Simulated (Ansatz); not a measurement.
## Lu₃Si (antiAuCu3 structure)

The computed numbers are results of PBE, scalar-relativistic (no spin polarisation) in the plane-wave PAW code Ansatz at 420 eV, Γ-centred 8×8×8 mesh, 0.05 eV Gaussian smearing; PAW files: Ansatz's generated set soft_2.

```
Lu Si
1.0
     4.52068    0.00000    0.00000
     0.00000    4.52068    0.00000
     0.00000    0.00000    4.52068
Lu Si
3 1
Direct
  0.00000 0.50000 0.50000
  0.50000 0.50000 0.00000
  0.50000 0.00000 0.50000
  0.00000 0.00000 0.00000
```

The start was a prototype's sites filled with these elements, not a measured cell.

The cell has space group Pm-3m (read at 0.01 Å). In it the stress is -0.01, -0.01, -0.01, 0.00, 0.00, 0.00 GPa and the largest force component 0.000 eV/Å. Each change below starts from this cell, without further relaxation. Stress is in GPa, positive in compression, in the order xx, yy, zz, yz, xz, xy; energies are counted from the cell above and are free energies with the smearing's entropy, which match forces and stress in a metal.

Question: What happens when atom 2 (Lu) is moved by 0.12 Å along z?

Answer: The energy changes by 68.0 meV per cell, and the force on it along the shift is -1.125 eV/Å (−F/u = 9.37 eV/Å²). Stress: 0.23, 0.23, 0.08, 0.00, 0.00, 0.00.
| atom | Fx (eV/Å) | Fy | Fz |
| --- | --- | --- | --- |
| Lu1 | 0.000 | 0.000 | 0.467 |
| Lu2 | 0.000 | 0.000 | -1.125 |
| Lu3 | 0.000 | 0.000 | 0.467 |
| Si4 | 0.000 | 0.000 | 0.191 |
In a harmonic crystal the energy would rise by −½F·u = ½ × 9.37 × 0.12² eV = 67.5 meV, which matches.

Question: One atom was moved along a Cartesian axis, and these forces appeared. Which atom, and about how far?
```tsv
atom	Fx (eV/Å)	Fy	Fz
Lu1	0.000	0.000	0.044
Lu2	0.000	0.000	0.315
Lu3	0.000	0.000	-0.404
Si4	0.000	0.000	0.046
```

Answer: Atom 3 (Lu) is moved by 0.08 Å along z; the energy changes by 16.2 meV per cell.

Question: What stress follows from an engineering strain of -2 % in yz, atoms carried along?

Answer: -0.05, 0.04, 0.04, 0.88, 0.00, 0.00 GPa; the energy changes by 5.1 meV per cell.
The change of the stress over the strain gives a clamped-atom stiffness of about 44 GPa for this component.
In a harmonic crystal the energy would rise by V(½Cε² − σ₀ε), with σ₀ the stress of the unstrained cell, = 5.0 meV, which matches.

Question: What stress follows from an engineering strain of 2 % in yz, atoms carried along?

Answer: -0.05, 0.04, 0.04, -0.88, 0.00, 0.00 GPa; the energy changes by 5.1 meV per cell.
The change of the stress over the strain gives a clamped-atom stiffness of about 44 GPa for this component.
In a harmonic crystal the energy would rise by V(½Cε² − σ₀ε), with σ₀ the stress of the unstrained cell, = 5.0 meV, which matches.

Question: All atoms and the cell are disturbed at random:
```
CELL_PARAMETERS angstrom
4.55180 -0.02403 0.04796
-0.02403 4.60554 -0.00729
0.04796 -0.00729 4.62591
ATOMIC_POSITIONS crystal
Lu 0.00069 0.49957 0.50062
Lu 0.49998 0.50818 0.99612
Lu 0.50748 0.00001 0.49833
Si 0.99184 0.99224 0.00492
```
Give the energy change, the stress and the forces.

Answer: 62.3 meV per cell; stress -2.19, -2.85, -3.00, 0.10, -0.82, 0.45 GPa.
```tsv
atom	Fx (eV/Å)	Fy	Fz
Lu1	0.043	0.032	-0.079
Lu2	0.005	-0.182	0.169
Lu3	-0.159	0.057	-0.002
Si4	0.111	0.093	-0.088
```

Question: All atoms and the cell are disturbed at random:
```
CELL_PARAMETERS angstrom
4.49744 -0.01190 0.02996
-0.01190 4.52204 0.03151
0.02996 0.03151 4.52922
ATOMIC_POSITIONS crystal
Lu 0.99725 0.47928 0.49004
Lu 0.50902 0.52545 0.99368
Lu 0.49201 0.97842 0.51066
Si 0.00172 0.01685 0.00561
```
Give the energy change, the stress and the forces.

Answer: 165.7 meV per cell; stress 0.17, 0.71, 1.12, -0.77, -0.52, 0.14 GPa.
```tsv
atom	Fx (eV/Å)	Fy	Fz
Lu1	0.135	0.182	0.137
Lu2	-0.254	-0.961	0.395
Lu3	0.148	1.115	-0.446
Si4	-0.030	-0.335	-0.086
```

Spin–orbit coupling, which matters for such heavy elements, is left out. The cell is a metal with an odd number of electrons, and spin polarisation wasn't tried.
